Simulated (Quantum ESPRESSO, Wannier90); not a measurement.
# Wannier functions of Sn (diamond)

```
begin unit_cell_cart
ang
    0.0000000000    3.2849850000    3.2849850000
    3.2849850000    0.0000000000    3.2849850000
    3.2849850000    3.2849850000    0.0000000000
end unit_cell_cart
begin atoms_frac
Sn   0.5000000000  0.5000000000  0.5000000000
Sn  -0.2500000000 -0.2500000000 -0.2500000000
end atoms_frac
```

Structure: Materials Project mp-117, symmetrised, not relaxed again. COD (Crystallography Open Database) has the formula in 5 space groups, this one among them (matched by group alone). Level: PBEsol, spinors with spin-orbit coupling; pw.x of Quantum ESPRESSO at 58 Ry with PseudoDojo potentials, 6×6×6 k-points, Wannier90. Density: 12×12×12 mesh, cold smearing 0.01 Ry.

A tight-binding model is made by disentanglement and projection with no localisation steps (num_iter = 0), so the 16 orbitals stay atom-like: hydrogen-like Sn: s;p, axes along x, y, z; frozen window up to 3.00 eV relative to the Fermi level. It follows pw.x to 17 meV rms for states up to 1.0 eV relative to the Fermi level. Matrix elements depend on this choice of orbitals and windows.

The 45 largest hoppings ⟨m,0|H|n,R⟩ between different sites (one of each Hermitian pair; signs follow the real orbitals' lobes; the list may end inside a set of equal values):

```json
[
 {"m": "Sn1 s↓", "n": "Sn2 s↓", "R": "0 1 1", "distance of the centres (Å)": "2.84", "t (eV)": "-1.148", "Im t (eV)": "0.000"},
 {"m": "Sn1 s↑", "n": "Sn2 s↑", "R": "1 0 1", "distance of the centres (Å)": "2.84", "t (eV)": "-1.148", "Im t (eV)": "0.000"},
 {"m": "Sn1 s↓", "n": "Sn2 s↓", "R": "1 1 0", "distance of the centres (Å)": "2.84", "t (eV)": "-1.148", "Im t (eV)": "0.000"},
 {"m": "Sn1 s↑", "n": "Sn2 s↑", "R": "1 1 1", "distance of the centres (Å)": "2.84", "t (eV)": "-1.148", "Im t (eV)": "0.000"},
 {"m": "Sn1 s↑", "n": "Sn2 s↑", "R": "0 1 1", "distance of the centres (Å)": "2.84", "t (eV)": "-1.148", "Im t (eV)": "0.000"},
 {"m": "Sn1 s↓", "n": "Sn2 s↓", "R": "1 0 1", "distance of the centres (Å)": "2.84", "t (eV)": "-1.148", "Im t (eV)": "0.000"},
 {"m": "Sn1 s↑", "n": "Sn2 s↑", "R": "1 1 0", "distance of the centres (Å)": "2.84", "t (eV)": "-1.148", "Im t (eV)": "0.000"},
 {"m": "Sn1 s↓", "n": "Sn2 s↓", "R": "1 1 1", "distance of the centres (Å)": "2.84", "t (eV)": "-1.148", "Im t (eV)": "0.000"},
 {"m": "Sn1 px↓", "n": "Sn2 py↓", "R": "1 0 1", "distance of the centres (Å)": "2.84", "t (eV)": "-1.057", "Im t (eV)": "-0.017"},
 {"m": "Sn1 px↓", "n": "Sn2 py↓", "R": "0 1 1", "distance of the centres (Å)": "2.84", "t (eV)": "-1.057", "Im t (eV)": "-0.017"},
 {"m": "Sn1 px↓", "n": "Sn2 py↓", "R": "1 1 0", "distance of the centres (Å)": "2.85", "t (eV)": "1.057", "Im t (eV)": "-0.017"},
 {"m": "Sn1 px↓", "n": "Sn2 py↓", "R": "1 1 1", "distance of the centres (Å)": "2.84", "t (eV)": "1.057", "Im t (eV)": "-0.017"},
 {"m": "Sn1 px↑", "n": "Sn2 py↑", "R": "0 1 1", "distance of the centres (Å)": "2.84", "t (eV)": "-1.057", "Im t (eV)": "0.017"},
 {"m": "Sn1 py↑", "n": "Sn2 px↑", "R": "1 0 1", "distance of the centres (Å)": "2.84", "t (eV)": "-1.057", "Im t (eV)": "-0.017"},
 {"m": "Sn1 px↑", "n": "Sn2 py↑", "R": "1 1 0", "distance of the centres (Å)": "2.84", "t (eV)": "1.057", "Im t (eV)": "0.017"},
 {"m": "Sn1 py↓", "n": "Sn2 px↓", "R": "1 1 0", "distance of the centres (Å)": "2.84", "t (eV)": "1.057", "Im t (eV)": "0.018"},
 {"m": "Sn1 px↑", "n": "Sn2 py↑", "R": "1 1 1", "distance of the centres (Å)": "2.84", "t (eV)": "1.057", "Im t (eV)": "0.017"},
 {"m": "Sn1 py↑", "n": "Sn2 px↑", "R": "1 1 1", "distance of the centres (Å)": "2.84", "t (eV)": "1.057", "Im t (eV)": "-0.017"},
 {"m": "Sn1 px↑", "n": "Sn2 py↑", "R": "1 0 1", "distance of the centres (Å)": "2.85", "t (eV)": "-1.057", "Im t (eV)": "0.017"},
 {"m": "Sn1 py↓", "n": "Sn2 px↓", "R": "1 0 1", "distance of the centres (Å)": "2.84", "t (eV)": "-1.057", "Im t (eV)": "0.018"},
 {"m": "Sn1 py↑", "n": "Sn2 px↑", "R": "0 1 1", "distance of the centres (Å)": "2.84", "t (eV)": "-1.057", "Im t (eV)": "-0.017"},
 {"m": "Sn1 py↓", "n": "Sn2 px↓", "R": "0 1 1", "distance of the centres (Å)": "2.84", "t (eV)": "-1.057", "Im t (eV)": "0.017"},
 {"m": "Sn1 py↑", "n": "Sn2 px↑", "R": "1 1 0", "distance of the centres (Å)": "2.84", "t (eV)": "1.057", "Im t (eV)": "-0.017"},
 {"m": "Sn1 py↓", "n": "Sn2 px↓", "R": "1 1 1", "distance of the centres (Å)": "2.84", "t (eV)": "1.057", "Im t (eV)": "0.017"},
 {"m": "Sn1 px↑", "n": "Sn2 s↑", "R": "1 1 1", "distance of the centres (Å)": "2.84", "t (eV)": "-1.057", "Im t (eV)": "0.004"},
 {"m": "Sn1 px↑", "n": "Sn2 pz↑", "R": "1 1 1", "distance of the centres (Å)": "2.84", "t (eV)": "1.057", "Im t (eV)": "-0.001"},
 {"m": "Sn1 s↓", "n": "Sn2 px↓", "R": "0 1 1", "distance of the centres (Å)": "2.84", "t (eV)": "1.057", "Im t (eV)": "0.004"},
 {"m": "Sn1 px↑", "n": "Sn2 pz↑", "R": "0 1 1", "distance of the centres (Å)": "2.84", "t (eV)": "-1.057", "Im t (eV)": "-0.001"},
 {"m": "Sn1 pz↓", "n": "Sn2 py↓", "R": "1 1 1", "distance of the centres (Å)": "2.84", "t (eV)": "1.057", "Im t (eV)": "0.001"},
 {"m": "Sn1 px↓", "n": "Sn2 s↓", "R": "0 1 1", "distance of the centres (Å)": "2.84", "t (eV)": "-1.057", "Im t (eV)": "0.004"},
 {"m": "Sn1 px↑", "n": "Sn2 pz↑", "R": "1 0 1", "distance of the centres (Å)": "2.84", "t (eV)": "1.057", "Im t (eV)": "0.001"},
 {"m": "Sn1 s↓", "n": "Sn2 pz↓", "R": "1 1 0", "distance of the centres (Å)": "2.84", "t (eV)": "1.057", "Im t (eV)": "0.000"},
 {"m": "Sn1 s↓", "n": "Sn2 pz↓", "R": "0 1 1", "distance of the centres (Å)": "2.84", "t (eV)": "-1.057", "Im t (eV)": "0.000"},
 {"m": "Sn1 px↑", "n": "Sn2 s↑", "R": "1 0 1", "distance of the centres (Å)": "2.84", "t (eV)": "1.057", "Im t (eV)": "0.004"},
 {"m": "Sn1 pz↑", "n": "Sn2 py↑", "R": "1 1 0", "distance of the centres (Å)": "2.84", "t (eV)": "-1.057", "Im t (eV)": "0.001"},
 {"m": "Sn1 s↑", "n": "Sn2 py↑", "R": "0 1 1", "distance of the centres (Å)": "2.84", "t (eV)": "-1.057", "Im t (eV)": "-0.004"},
 {"m": "Sn1 px↓", "n": "Sn2 pz↓", "R": "0 1 1", "distance of the centres (Å)": "2.84", "t (eV)": "-1.057", "Im t (eV)": "0.001"},
 {"m": "Sn1 py↑", "n": "Sn2 pz↑", "R": "0 1 1", "distance of the centres (Å)": "2.84", "t (eV)": "1.057", "Im t (eV)": "-0.001"},
 {"m": "Sn1 s↑", "n": "Sn2 pz↑", "R": "1 0 1", "distance of the centres (Å)": "2.84", "t (eV)": "-1.057", "Im t (eV)": "0.000"},
 {"m": "Sn1 pz↓", "n": "Sn2 py↓", "R": "1 0 1", "distance of the centres (Å)": "2.84", "t (eV)": "-1.057", "Im t (eV)": "0.001"},
 {"m": "Sn1 py↓", "n": "Sn2 s↓", "R": "1 0 1", "distance of the centres (Å)": "2.84", "t (eV)": "-1.057", "Im t (eV)": "-0.004"},
 {"m": "Sn1 px↑", "n": "Sn2 pz↑", "R": "1 1 0", "distance of the centres (Å)": "2.85", "t (eV)": "-1.057", "Im t (eV)": "0.001"},
 {"m": "Sn1 px↓", "n": "Sn2 pz↓", "R": "1 1 0", "distance of the centres (Å)": "2.84", "t (eV)": "-1.057", "Im t (eV)": "-0.001"},
 {"m": "Sn1 s↑", "n": "Sn2 pz↑", "R": "1 1 1", "distance of the centres (Å)": "2.84", "t (eV)": "1.057", "Im t (eV)": "0.000"},
 {"m": "Sn1 py↓", "n": "Sn2 s↓", "R": "1 1 1", "distance of the centres (Å)": "2.84", "t (eV)": "-1.057", "Im t (eV)": "0.004"}
]
```
